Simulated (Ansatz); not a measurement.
Relaxed-ion elastic tensor of CoSi in space group P2_13 (No. 198; Co on 4a, Si on 4a) in GPa (Voigt order), the program Ansatz at the PBEsol level (PAW); density 6.85 g/cm³, 10.54 Å³ per atom.

```
     1    2    3    4    5    6
-  ---  ---  ---  ---  ---  ---
1  405  159  159  0.0  0.0  0.0
2  159  405  159  0.0  0.0  0.0
3  159  159  405  0.0  0.0  0.0
4  0.0  0.0  0.0  131  0.0  0.0
5  0.0  0.0  0.0  0.0  131  0.0
6  0.0  0.0  0.0  0.0  0.0  131
```

**Question.** Is the crystal mechanically stable?

**Answer.** Yes: the smallest eigenvalue of C is 131 GPa.

**Question.** Work out the Voigt, Reuss and Hill averages.

**Answer.** K_V = 241, K_R = 241, K_H = 241; G_V = 128, G_R = 128, G_H = 128 GPa.

**Question.** Give Young's modulus, Poisson's ratio, Pugh's ratio and the universal anisotropy index.

**Answer.** E = 9KG/(3K + G) = 326 GPa; ν = 0.27; K/G = 1.89 (ductile by the Pugh limit of 1.75); A_U = 5G_V/G_R + K_V/K_R − 6 = 0.00.

**Question.** Estimate the sound speeds and the Debye temperature.

**Answer.** v_l = √((K + 4G/3)/ρ) = 7750 m/s, v_t = √(G/ρ) = 4320 m/s, mean 4810 m/s; Θ = (h/k)(3n/4πV)^(1/3) v_m = 653 K.

**Question.** Give the Zener ratio and Young's modulus along [100], [110] and [111].

**Answer.** A = 2C44/(C11 − C12) = 1.06; 1/E = S11 − 2(S11 − S12 − S44/2)Γ with Γ = 0, 1/4, 1/3 gives 315, 328, 332 GPa.

**Question.** Solve the Christoffel equation for the three sound speeds along [100], [110], [111].

**Answer.** Eigenvalues of C_ijkl n_j n_l equal ρv². In km/s, slowest first: [100] 4.37, 4.37, 7.69; [110] 4.24, 4.37, 7.76; [111] 4.28, 4.28, 7.79.

Symmetry was held in the PBEsol relaxation; of distortions, only those at the zone centre were tested. The run is not spin-polarised. As this level gives no gap, shear constants depend on the k-mesh and smearing (Fermi–Dirac, 0.1 eV here).

Potentials: the later of the program's two PAW sets.
